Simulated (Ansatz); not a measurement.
Consider the following.

BaHfO₃:
```
BaHfO3
1.0
    4.12128     0.00000     0.00000
    0.00000     4.12128     0.00000
    0.00000     0.00000     4.12128
Ba Hf O
1 1 3
Direct
  0.50000   0.50000   0.50000
  0.00000   0.00000   0.00000
  0.00000   0.50000   0.00000
  0.50000   0.00000   0.00000
  0.00000   0.00000   0.50000
```

This is the LDA-relaxed structure.

### Question
All from plane-wave PAW LDA (Ansatz code), unless another level is named. Estimate the Poisson's ratio.

### Answer
0.24.

### Question
And the elastic constants (relaxed ions, GPa)?

### Answer
C11 = 372, C12 = 87.9, C44 = 96.0.

Space group Pm-3m (cubic perovskite). Symmetry was held in the LDA relaxation; phonons on a q-mesh show weakly imaginary modes. No spin polarisation was allowed. Spin–orbit coupling is left out wherever it is not named.

Potentials: the later of the program's two PAW sets.
